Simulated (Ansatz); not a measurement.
Input file for Ansatz (an electronic-structure program):

Ansatz 0.2 input:
```yaml
crystal:
  lattice:
    - [3.7424887018, 0.0, 0.0]
    - [-1.8712443509, 3.2410902891, 0.0]
    - [0.0, 0.0, 7.1870744953]
  atoms:
    - { symbol: In, position: [0.6666666667, 0.3333333333, 0.8081784706] }
    - { symbol: In, position: [0.3333333333, 0.6666666667, 0.1918215294] }
    - { symbol: Te, position: [0.0, 0.0, 0.5] }
    - { symbol: O, position: [0.6666666667, 0.3333333333, 0.1191940955] }
    - { symbol: O, position: [0.3333333333, 0.6666666667, 0.8808059045] }
kpoints:
  mp_grid: { grid: [13, 13, 6] }
hamiltonian:
  xc: pbesol
  pseudopotentials: { kind: paw }
scf:
  occupations: { method: fermi_dirac, width: 0.1 }
phonons:
  method: dfpt
  response_accuracy: low
  eigenvectors: true
  rigid_motions: translations
```

Output (shortened):

```
Pseudopotential: In, paw, valence charge 13
Pseudopotential: Te, paw, valence charge 16
Pseudopotential: O, paw, valence charge 6
Functional definition: PBEsol
Crystal: 5 atoms, lattice volume = 87.177 Å³
Basis set: ecut = 420 eV, 1717 PW (Γ), exchange–correlation on 54×54×100 points (8 copies of the dense FFT grid, shifted against one another)
Bands: 33, of which v1, the nominal top of the filled ones, is band 27 counted from 1 (26 counted from 0)
Symmetry: 12 space group operations
k-points: 280 of 1014 (irreducible under 2 space group operations, time reversal used)
SCF iter   1: F=—  HF=-19073.849307 eV  |F-HF|=—  |Δ(HF+E_count)|=         —  Δρ=1.64e-2  dr2=2.46e-1  ethr=1.77e-3  ⟨swp⟩=6.6  Hψ=43429  notcnv=0
preconditioner: auto → LDOS
SCF iter   2: F=—  HF=-19073.843663 eV  |F-HF|=—  |Δ(HF+E_count)|=   5.64e-3  Δρ=1.61e-2  dr2=1.79e-1  ethr=4.56e-4  ⟨swp⟩=2.1  Hψ=19357  notcnv=0
SCF iter   3: F=—  HF=-19073.800897 eV  |F-HF|=—  |Δ(HF+E_count)|=   4.28e-2  Δρ=8.76e-4  dr2=8.07e-4  ethr=3.31e-4  ⟨swp⟩=2.0  Hψ=17084  notcnv=0
SCF iter   4: F=—  HF=-19073.800680 eV  |F-HF|=—  |Δ(HF+E_count)|=   2.17e-4  Δρ=2.09e-4  dr2=4.41e-5  ethr=1.49e-6  ⟨swp⟩=2.0  Hψ=14775  notcnv=0
SCF iter   5: F=—  HF=-19073.800674 eV  |F-HF|=—  |Δ(HF+E_count)|=   6.47e-6  Δρ=5.16e-5  dr2=1.53e-6  ethr=8.16e-8  ⟨swp⟩=2.0  Hψ=14742  notcnv=0
SCF iter   6: F=—  HF=-19073.800675 eV  |F-HF|=—  |Δ(HF+E_count)|=   6.72e-7  Δρ=1.36e-5  dr2=1.67e-7  ethr=2.83e-9  ⟨swp⟩=2.4  Hψ=16520  notcnv=0
SCF iter   7: F=—  HF=-19073.800675 eV  |F-HF|=—  |Δ(HF+E_count)|=   1.71e-8  Δρ=2.42e-6  dr2=6.29e-9  ethr=3.10e-10  ⟨swp⟩=2.0  Hψ=16802  notcnv=0
SCF iter   8: F=—  HF=-19073.800675 eV  |F-HF|=—  |Δ(HF+E_count)|=  4.47e-10  Δρ=6.25e-7  dr2=2.87e-10  ethr=1.16e-11  ⟨swp⟩=2.0  Hψ=15947  notcnv=0
SCF iter  10: F=-19073.800675 eV  HF=-19073.800675 eV  |F-HF|=7.28e-12  |Δ(HF+E_count)|=    0.00e0  Δρ=1.66e-8  dr2=1.99e-13  ethr=1.00e-12  ⟨swp⟩=6.0  Hψ=38342  notcnv=0
SCF 1 converged in 10 iterations: F = -19073.800675 eV  dr2 = 1.99e-13
DFPT response loops at Γ: preconditioner auto → Kerker (q_TF=auto, 2.519 Å⁻¹) (partly filled bands, converged f_vac=0.016) …
SCF converged after 10 iterations
Free energy (F): -19073.800675 eV
Harris-Foulkes:  -19073.800675 eV  (|F-HF|=7.28e-12)
Internal energy: -19073.757139 eV  (E = F + TS)
E sigma→0 (E₀):  -19073.778907 eV
Entropy (-TS):   -0.043535 eV (-8.707 meV/atom)
Fermi energy:    11.301288 eV
--- Per-component energies (eV) ---
  E_band       = -226.032886
  E_kinetic    = 1018.900195
  E_local      = -3714.323743  (includes V_loc(G=0)·N_el)
  E_nonlocal   = 530.880709
  E_hartree    = 1747.822337
  E_xc         = -694.185163
  E_vxc        = -489.087918  (∫ρ·V_xc dr)
  E_paw        = -13064.517668  (= ΣΔE_a)
  E_vpaw       = -1068.051395  (= ΣTr[D̂ρ^β])
  E_aug_tail   = 0.004577  (compensation charges beyond the density's cutoff)
  E_ewald      = -4899.255579
  E_core_change = 0.917196  (= ΣΔE_core)
  E_smearing   = -0.043535  (= −TS)
  E_closure    = 0.000000  (closes the sum)
  Σ components = -19073.800675   (vs F -19073.800675, Δ=0.00e0)
  [band-id]    e_kinetic+e_local+e_nonlocal+2·e_hartree+e_vxc+e_vpaw+e_augmentation_tail = -226.032901   (vs E_band -226.032886, Δ=-1.53e-5)
--- Band table (eV; the first three rows and the last of 280) ---
  k-point 0: bands = ["-25.4520", "-25.4377", "-25.4377", "-25.4013", "-25.4013", "-8.3289", "-7.5516", "-3.7097", "-3.7097", "-3.6454", "-3.6454", "-3.6353", "-3.4257", "-3.4257", "-3.3769", "-3.3769", "-2.7719", "-1.1571", "4.1196", "6.5746", "7.0999", …
  k-point 1: bands = ["-25.4520", "-25.4377", "-25.4377", "-25.4013", "-25.4013", "-8.3268", "-7.5528", "-3.7112", "-3.7112", "-3.6446", "-3.6446", "-3.6315", "-3.4254", "-3.4254", "-3.3764", "-3.3764", "-2.8052", "-1.1250", "4.2379", "6.5452", "7.1005", …
  k-point 2: bands = ["-25.4520", "-25.4377", "-25.4377", "-25.4013", "-25.4013", "-8.3226", "-7.5552", "-3.7139", "-3.7139", "-3.6432", "-3.6432", "-3.6231", "-3.4248", "-3.4248", "-3.3755", "-3.3755", "-2.8691", "-1.0646", "4.5466", "6.3783", "7.1019", …
  k-point 279: bands = ["-25.4475", "-25.4406", "-25.4392", "-25.3993", "-25.3940", "-7.9806", "-7.6700", "-3.6406", "-3.5650", "-3.5552", "-3.5096", "-3.4945", "-3.4379", "-3.3971", "-3.3843", "-3.1190", "-2.8156", "0.2981", "4.1624", "4.4342", "5.4017", …
--- Phonons (Γ-DFPT): 6 representative perturbations + reference, on 280 of 1014 k-points (Σ response iterations 18) ---
  ASR residual: 2.337e-4 → 0.000e0 eV/Å²; symmetrization residual: 6.553e-5 eV/Å²
  ASR residual per site (eV/Å²): 2.00e-4 2.00e-4 2.34e-4 2.08e-4 2.08e-4
  Γ frequencies (cm⁻¹): 0.00 0.00 0.00 38.36 38.36 100.11 100.11 119.74 176.17 324.33 330.32 330.32 396.60 396.60 437.02
  non-analytic LO–TO correction: not included (Born effective charges unavailable; polar crystals: no LO–TO splitting at Γ)
```

Cost: very roughly 10 core-minutes on shared cores.

Space group P-3m1. The start of the workflow was typed in or built on a structure type; neither database checked (COD, Materials Project) lists it. Whether it is the stable phase at ambient conditions was not checked. Symmetry was held in the PBEsol relaxation; whether a distortion lowers the energy is not shown. As this level gives no gap, phonon frequencies hold no LO–TO term and depend on the k-mesh and smearing (Fermi–Dirac, 0.1 eV here). Scalar-relativistic: spin–orbit coupling is off unless named, which matters more the heavier the elements.

Potentials: the later of the program's two PAW sets.

Ansatz is a plane-wave DFT program.
